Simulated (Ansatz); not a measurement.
# A crystal of cell content C12H8Br4 at more than one level of theory

Plane-wave PAW calculations in Ansatz, scalar-relativistic unless spin-orbit coupling is named; Γ-centred meshes, relaxations with the symmetry kept. Pressure is positive in compression. No spin polarisation at the first level.

Settings: cutoff 420 eV, Γ-centred mesh 6×4×2 on the computed 24-atom cell, Gaussian smearing of 0.02 eV; no spin polarisation.

Structure relaxed with PBE+D3(BJ):

```
CELL_PARAMETERS angstrom
4.01809 0.00000 0.00208
0.00000 5.74541 0.00000
-2.21728 0.00000 14.27285
ATOMIC_POSITIONS crystal
H 0.72856 0.37019 0.53809
H 0.27144 0.87019 0.96191
H 0.27144 0.62981 0.46191
H 0.72856 0.12981 0.03809
H 0.00072 0.88406 0.33392
H 0.99928 0.38406 0.16608
H 0.99928 0.11594 0.66608
H 0.00072 0.61594 0.83392
C 0.84754 0.20868 0.52125
C 0.15246 0.70868 0.97875
C 0.15246 0.79132 0.47875
C 0.84754 0.29132 0.02125
C 0.84930 0.14140 0.42866
C 0.15070 0.64140 0.07134
C 0.15070 0.85860 0.57134
C 0.84930 0.35860 0.92866
C 0.99982 0.93454 0.40651
C 0.00018 0.43454 0.09349
C 0.00018 0.06546 0.59349
C 0.99982 0.56546 0.90651
Br 0.64061 0.33820 0.32999
Br 0.35939 0.83820 0.17001
Br 0.35939 0.66180 0.67001
Br 0.64061 0.16180 0.82999
```

Question: What changes with PBE (relaxed anew)?

Answer:
```json
{"level": "PBE+D3(BJ)", "cell": "relaxed", "cutoff (eV)": "420", "k mesh": "6×4×2", "primitive cell": "a = 4.02 Å, b = 5.75 Å, c = 14.44 Å, α = 90.00°, β = 98.80°, γ = 90.00°", "V (Å³/atom)": "13.7", "P (GPa; residual where relaxed)": "-0.05", "gap on mesh (eV)": "3.73"}
{"level": "PBE", "cell": "relaxed", "cutoff (eV)": "420", "k mesh": "6×4×2", "primitive cell": "a = 4.66 Å, b = 6.29 Å, c = 14.98 Å, α = 90.00°, β = 98.95°, γ = 90.00°", "V (Å³/atom)": "18.1", "P (GPa; residual where relaxed)": "0.01", "gap on mesh (eV)": "3.87"}
```

The volumes differ by 32 %: in a crystal of weakly bound units the cell follows the treatment of dispersion, and a level without it swells.

The start is a cell measured at 150 K (doi:10.1021/jacs.6b11835), with 13.79 Å³ an atom; a static calculation leaves out thermal expansion, so the difference isn't the functional's error alone.

Cost: 2 runs of about 7.6 core-minutes in all, on Intel Xeon Platinum 8488C (Sapphire Rapids) (shared hosts).